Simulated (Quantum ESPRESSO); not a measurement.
# Computed records: Al2InGaAs4 (made-up cell)

Calculation on a made-up crystal cell, not a measurement: periodic Kohn-Sham density functional theory in plane waves with PseudoDojo standard norm-conserving scalar-relativistic pseudopotentials, each functional with its own files (v0.5 for PBE, v0.4.1 for LDA and PBEsol), no spin polarisation, no spin-orbit coupling, atoms not relaxed, stress positive in tension, energies less a fixed whole-eV offset for each atom's element; levels are Kohn-Sham levels at fractions of this cell's reciprocal vectors, counted from the reference band (half the neutral cell's valence electrons, rounded up) at Gamma; error bars cover cutoff and k-mesh only, not smearing or the files; added strain carries the atoms with the cell, and shear is the tensor component; each bar is the largest change over components, and at least 0.002 eV, 0.002 eV per angstrom or 0.02 GPa; energies are for the whole cell, and the offsets were chosen from early runs and are not element reference energies. Program: Quantum ESPRESSO 7.5.

Al2InGaAs4 (made-up cell)

```
cell vectors (Å)
   5.7576     0.0751    -0.0319
   0.0751     5.6973    -0.0184
  -0.0319    -0.0184     5.7251
atoms (fractions of the cell vectors)
Ga -0.00137 -0.00760 -0.01214
Al -0.00556  0.51639  0.49028
Al  0.50990  0.02642  0.50040
In  0.49277  0.49961  0.00281
As  0.24177  0.25650  0.25081
As  0.24048  0.75705  0.75623
As  0.75754  0.26190  0.75143
As  0.75810  0.75793  0.25577
```

It was run with lattice type zincblende/diamond, functional pbe, cutoff 1143 eV, fermi dirac smearing 0.025 eV, scf tolerance 1e-07 eV, electrons removed 0 and k mesh 4 x 4 x 4, shifted by half a step.

Results for Al2InGaAs4 (made-up cell): pressure 5.388 GPa; stress xx -5.341 GPa; stress yy -5.488 GPa; stress zz -5.335 GPa; stress yz 0.06432 GPa; stress xz -0.3876 GPa; stress xy 3.299 GPa; error bar stress 0.02 GPa; error bar force 0.002122 eV/Å; error bars from tighter rerun of a related cell.

Atoms:
| atoms element | atom site |
| --- | --- |
| Ga | 1 |
| Al | 2 |
| Al | 3 |
| In | 4 |
| As | 5 |
| As | 6 |
| As | 7 |
| As | 8 |

Forces:
| site | x (eV/Å) | y (eV/Å) | z (eV/Å) |
| --- | --- | --- | --- |
| 1 | -0.3108 | 0.6761 | 0.9367 |
| 2 | 0.5951 | -0.5987 | 0.9199 |
| 3 | -0.4742 | -0.7289 | 0.2132 |
| 4 | 0.3154 | 0.3374 | 0.5375 |
| 5 | -0.7728 | -0.9715 | 0.6284 |
| 6 | 0.2951 | 0.6346 | -2.067 |
| 7 | 0.817 | -0.5051 | -1.042 |
| 8 | -0.4647 | 1.156 | -0.1273 |
